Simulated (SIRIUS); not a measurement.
Band structure of ZnS (F-43m, 2 atoms in the cell; from Materials Project mp-10695).

```
ZnS
1.0
    0.00000     2.69368     2.69368
    2.69368     0.00000     2.69368
    2.69368     2.69368     0.00000
Zn S
1 1
Direct
  0.00000   0.00000   0.00000
  0.25000   0.25000   0.25000
```

Level of theory: PBE, GBRV PBE ultrasoft pseudopotentials (plane waves; SIRIUS 7.12.0).

Settings: parameters.ngridk = 6 6 6; parameters.xc_functionals = [XC_GGA_X_PBE, XC_GGA_C_PBE]; parameters.gk_cutoff = 6.325 1/bohr; parameters.pw_cutoff = 14.143 1/bohr; parameters.smearing = gaussian; parameters.smearing_width = 0.0001 Ha; potentials = GBRV PBE ultrasoft pseudopotentials; parameters.electronic_structure_method = pseudopotential; parameters.num_bands = 19; parameters.num_mag_dims = 0; parameters.num_dft_iter = 100; parameters.energy_tol = 1e-07 Ha; parameters.density_tol = 1e-06; mixer.type = anderson.

The structure comes from a collection of computed structures, made at another level of theory; the collection holds predicted forms beside known ones.

Question: Predict the gap along the standard path and the places of the band edges.

Answer: The gap along the path is 2.14 eV, direct at Γ to within 0.01 eV.

Points are given in units of this cell's reciprocal vectors. Levels in eV from the top of the valence band on the path, bands 10 to 17:
```csv
point,10,11,12,13,14,15,16,17
Γ (0 0 0),-5.86,0.00,0.00,0.00,2.14,6.36,6.36,6.36
X (0.5 0 0.5),-5.64,-4.60,-2.26,-2.26,3.38,4.07,11.02,12.00
W (0.5 0.25 0.75),-5.45,-4.64,-2.80,-2.75,5.69,6.06,7.87,8.19
K (0.375 0.375 0.75),-5.51,-4.67,-3.15,-1.84,4.12,5.97,9.37,9.75
L (0.5 0.5 0.5),-5.65,-5.36,-0.88,-0.88,3.32,6.89,6.89,8.90
U (0.625 0.25 0.625),-5.51,-4.67,-3.15,-1.84,4.12,5.97,9.37,9.75
```
